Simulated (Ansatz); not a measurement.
**Pressure against volume: Sr**

Space group P6_3/mmc (No. 194). a = 4.310 Å, b = 4.310 Å, c = 7.050 Å, α = 90.00°, β = 90.00°, γ = 120.00°
```csv
atom,site,symmetry,x,y,z
Sr,2c,-6m2,0.3333,0.6667,0.2500
```

The runs use the primitive cell with vectors (4.310, 0.000, 0.000), (-2.155, 3.733, 0.000), (0.000, 0.000, 7.050) Å, to which the k mesh refers.

The cell is COD entry 1540836, as deposited and not checked against the literature; nothing was relaxed.

Methods: DFT, LDA, all-electron LAPW, scalar-relativistic (Ansatz 0.2.0); DFT, LDA, PAW with Ansatz's default frozen-core files, scalar-relativistic (Ansatz 0.2.0).

For LAPW: a Γ-centred 10×10×5 k mesh, Fermi–Dirac smearing of 0.08 eV, basis error target 1 meV/atom, no spin polarisation. PAW takes a cutoff of 420 eV at this cell (files made with PBE, cores remade for this functional). The Ansatz runs share mesh, smearing and spin set-up. Plane-wave (PAW) pressures include the program's estimate of the Pulay term.

The cell above is scaled evenly, with fractional coordinates and shape held.

```
V/V(cell)  V (Å³/atom)  P, LAPW (GPa)  P, PAW (GPa)  free energy over the lowest listed, PAW (meV/atom)
   0.9600       54.440          -1.21         -1.21                                                 0.0
   0.9900       56.141          -1.47         -1.47                                                14.3
   1.0000       56.708          -1.55         -1.55                                                19.6
   1.0200       57.842          -1.70         -1.71                                                31.2
   1.0600       60.110          -1.97         -1.97                                                57.2
```
